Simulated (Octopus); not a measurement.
InP (F-43m, No. 216):
```xyz
2
Lattice="0.0000 2.9520 2.9520 2.9520 0.0000 2.9520 2.9520 2.9520 0.0000" Properties=species:S:1:pos:R:3 pbc="T T T"
In     0.0000     0.0000     0.0000
P      1.4760     1.4760     4.4280
```
The cell is a database entry, not relaxed again.

All numbers are Octopus results at the level LDA (grid spacing about 0.17 Å, Γ-centred 6×6×6 k-mesh, Fermi-Dirac smearing of 0.03 eV, no spin polarisation; PseudoDojo 0.4 LDA potentials), not measurements. Spin-orbit coupling is left out.

On this mesh LDA separates the highest filled and lowest empty band by 0.37 eV, with a smallest direct gap of 0.37 eV.

### Question
What does PBE give on the same cell and mesh, with PseudoDojo 0.5 PBE potentials?

### Answer
0.59 eV, smallest direct 0.59 eV.
